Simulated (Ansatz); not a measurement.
Crystals of one structure type (bcc (W type)), relaxed and computed with r²SCAN+D4 (plane waves, PAW; program Ansatz).

```tsv
crystal	a (Å)	spin order and moments (μB)
K	5.324	not spin-polarised
Fe	2.860	ferromagnetic; net 2.65 per atom; largest site about 2.8
Rb	5.723	not spin-polarised
Mo	3.144	not spin-polarised
Cs	6.243	not spin-polarised
Ba	5.050	not spin-polarised
Ta	3.301	not spin-polarised
W	?	not spin-polarised
```

Q: Complete the blanks.

A: 
- W, a (Å): 3.163

Spin orders computed, not proven ground states: Fe, bcc (W type) ferromagnetic. All cells were relaxed under the symmetry of their starts (and spin orders); stability against distortions was not tested throughout. Rows with no word on spin ran without spin polarisation. Scalar-relativistic: spin–orbit coupling is off unless named, which matters more the heavier the elements.

Potentials: the earlier of the program's two PAW sets.
